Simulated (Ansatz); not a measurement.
The calculation used Ansatz 0.2.0, DFT PBE, scalar-relativistic, plane waves, PAW. Cutoff 420 eV, Γ-centred meshes of about 0.25 Å⁻¹ or finer for metals and 0.3 Å⁻¹ for insulators (2π included), Gaussian smearing. No spin polarisation.

Relaxed structures of Mg₂Si₃N₃, with energies over the first row. Coordination counts N atoms around Mg and Si (those within 1.25 times the shortest such distance or 1.15 times the sum of covalent radii, 1.27 where that leaves under three; the shortest distance is added where it exceeds 1.18 times the sum of covalent radii; a slash parts the counts of unlike sites).

```json
{"#": "1", "form": "Cmm2", "sites": "Mg 4d; Si 4e, 2a; N 2b, 4c", "V (Å³/atom)": "14.0", "coordination": "Mg 2, Si 3/8 from 3.0 Å", "ΔE (meV/atom)": "0"}
{"#": "2", "form": "P-62m", "sites": "Mg 2c; Si 3f; N 3g", "V (Å³/atom)": "12.5", "coordination": "Mg 6, Si 2", "ΔE (meV/atom)": "120"}
```

A further structure, relaxed alike:

```
Mg Si N
1.0
     3.10815    0.00000    0.00000
    -1.55408    2.69174    0.00000
     0.00000    0.00000   12.51348
Mg Si N
2 3 3
Direct
  0.33333 0.66667 0.06232
  0.66667 0.33333 0.26928
  0.66667 0.33333 0.89143
  0.33333 0.66667 0.49716
  0.66667 0.33333 0.70851
  0.33333 0.66667 0.21607
  0.66667 0.33333 0.46275
  0.33333 0.66667 0.64249
```

Question: Where does it fall in the ranking, and at what energy?

Answer: It is the highest, 252 meV/atom above row 1, with space group P3m1 (No. 156) and 13.1 Å³/atom. The shortest distance is 1.82 Å (Si–N) in this cell and 1.78 Å (Si–N) in row 1. This cell holds Si–Si pairs (shortest 2.29 Å); row 1 holds Si–Si units of three or more atoms (shortest 2.29 Å). Mg on its first site is surrounded by 1 N at 1.92 Å; Mg on its second site is surrounded by 3 N at 1.91 Å and 1 N at 2.42 Å; around Si on its first site lies 1 Si at 2.29 Å; around N on its first site lie 4 Mg at 1.91–1.92 Å; 4 more sites not described.

In Cmm2, P-62m, P3m1 an odd number of electrons in the primitive cell allows no gap without spin; a larger cell or a magnetic state could open one. Trial moments fell under 0.15 μB along the way in Cmm2 and P-62m; another start might hold them. With atoms moved at random, row 1 (by 92 meV/atom) fell into a lower structure. Row 2 and the further cell had no clear such test and can be saddle points.
